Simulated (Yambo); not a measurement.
Yambo run on NaCuO₂ (space group C2/m, No. 12). The wavefunctions are PBEsol (Quantum ESPRESSO, PseudoDojo norm-conserving, 92 Ry, scalar-relativistic) ones on a 6×6×2 mesh (20 occupied bands); a = b = 3.519 Å, c = 6.056 Å, α = β = 118.05°, γ = 45.74°.

Yambo input:

```
rim_cut
gw0
dyson
el_el_corr
HF_and_locXC
cohsex
em1s
RandQpts= 1000000
RandGvec= 1 Ry
EXXRLvcs= 92 Ry
VXCRLvcs= 368 Ry
Chimod= "HARTREE"
% BndsRnXs
 6 | 94 |
%
NGsBlkXs= 8 Ry
% LongDrXs
 1.0 | 1.0 | 1.0 |
%
ExtendOut
% QPkrange
 2 | 2 | 20 | 20 |
 18 | 18 | 20 | 21 |
%
```

k points by index: 2 = (0, 0, -0.5), 18 = (0.167, -0.167, -0.5).

Resulting energies as the program prints them:

```
#    K-point    Band    Eo [eV]    E [eV]    E-Eo [eV]    Vxc [eV]    Vnlxc [eV]    Sc|Eo [eV]    Re(Z)    Im(Z)
#
    2    20    0.000000    -2.203161    -2.203161    -25.07904    -32.12632    4.844114    1.000000    0.000000
    18    20    -0.317734    -2.535689    -2.217955    -25.09068    -32.16661    4.857967    1.000000    0.000000
    18    21    0.526299    0.780943    0.254644    -25.71539    -22.21858    -3.242166    1.000000    0.000000
```
(The two width columns are left out.) Convergence of these settings isn't established.

Geometry relaxed with PBEsol.
